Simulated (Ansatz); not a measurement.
Values for one crystal, relaxed and computed with DFT-PBEsol in the program Ansatz with PAW potentials; other levels are named.

```yaml
volume_per_atom: 28.17 Å³
electronic_character: metallic (no gap)
mechanical_stability: stable (all eigenvalues of C positive)
Young's modulus: 70.0 GPa
Elastic constants (relaxed ions, GPa): C11 = 139, C12 = 19.4, C44 = 14.6
Pressure derivative B′: 4.9
debye_temperature_from_the_elastic_constants: 213 K
```

Q: Pick the material that matches.
A) SnSb, rock salt
B) HfSi2, Cmcm (Si on 4c, Si on 4c, Hf on 4c)
C) GeS2, rutile
D) SrCo2P2, I4/mmm (P on 4e, Sr on 2a, Co on 4d)

A: A, SnSb, rock salt

Space group Fm-3m (rock salt). The workflow started from an entry of the Crystallography Open Database (COD), which files this formula under 2 space groups. Whether it is the stable phase at ambient conditions was not checked. Symmetry was held in the PBEsol relaxation; whether a distortion lowers the energy is not shown. As this level gives no gap, shear constants depend on the k-mesh and smearing (Fermi–Dirac, 0.1 eV here). Spin–orbit coupling is left out wherever it is not named.

Potentials: the later of the program's two PAW sets.
